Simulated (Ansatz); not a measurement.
BN (h-BN type, space group P6_3/mmc)

```yaml
crystal:
  lattice:
    - [2.50045, 0.00000, 0.00000]
    - [-1.25023, 2.16545, 0.00000]
    - [0.00000, 0.00000, 6.41121]
  atoms:
    - { symbol: B, position: [0.33333, 0.66667, 0.25000] }
    - { symbol: B, position: [0.66667, 0.33333, 0.75000] }
    - { symbol: N, position: [0.33333, 0.66667, 0.75000] }
    - { symbol: N, position: [0.66667, 0.33333, 0.25000] }
```

The slice is a (0001) plane (indices of the conventional cell) through the point (0.667, 0.333, 0.250) (fractional), spanned by u = [110] and v = [1 -1 0] in vectors of this cell: u (2.50 Å) and v (4.33 Å, at 90° to u). It covers one period; positions are fractions (u, v).

The numbers are results of PBEsol-D3(BJ) (plane waves to 420 eV, PAW, scalar-relativistic; Ansatz, a first-principles code), not measurements. k mesh 15×15×5. Inside the PAW spheres the values are not all-electron values, and peaks at nuclei hang on which shells count as valence. BN was relaxed with its symmetry unable to fall.

Q: Around which element is the density of the lowest conduction band (whole band as if filled, smooth part) largest on this plane?

A: N. Mean over a disc round each atom, of radius 0.45 times the shortest bond: N 0.053, B 0.003 e/Å³.

Q: What is the ELF at the midpoint of the shortest B–N line in this plane (1.44 Å)?

A: 0.9.

Q: What is the valence density on the shortest B–N line in this plane (1.44 Å), at its midpoint?

A: 1.82 e/Å³.

Q: Sketch the electron localisation function (ELF) on this plane as a map.

A: 
```
|xxxx336688887755332233557788886633xx|
|xx4455777777553322112233557777775544|
|777777777766442211001122446677777777|
|999999887755331100000011335577889999|
|999999886644220000000000224466889999|
|999999775533110000000000113355779999|
|998877664422110000000000112244667788|
|444444333322222211111122222233334444|
|xxxx002233444444444444444444332200xx|
|xxxxxx22556677666666666677665522xxxx|
|xxxxxx55888888887777778888888855xxxx|
|xxxx338899999988777777889999998833xx|
|001166999999998866556688999999996611|
|113377999999997744xx4477999999997733|
|3344779999998844xxxxxx44889999997744|
|33446688998877xxxxxxxxxx778899886644|
|2233557788886633xxxxxx33668888775533|
|112233557777775544xx4455777777553322|
|001122446677777777777777777766442211|
|000011335577889999999999887755331100|
|000000224466889999999999886644220000|
|000000113355779999999999775533110000|
|000000112244667788998877664422110000|
|111122222233334444444444333322222211|
|4444444444332200xxxxxx00223344444444|
|66666677665522xxxxxxxxxx225566776666|
|77778888888855xxxxxxxxxx558888888877|
|7777889999998833xxxxxx33889999998877|
|556688999999996611001166999999998866|
|xx4477999999997733113377999999997744|
|xxxx448899999977443344779999998844xx|
|xxxxxx77889988664433446688998877xxxx|
```
Scale: ten equal steps from 0.04 (start of '0') to 0.93 (end of '9'), in the order '0123456789'. Values: electron localisation function (ELF). The map has 18 points along u (two characters each, u = 0 at the left) and 32 along v (v = 0 in the bottom row). Points within 0.3 Å of a nucleus are blanked (x), as the pseudised field means little there.
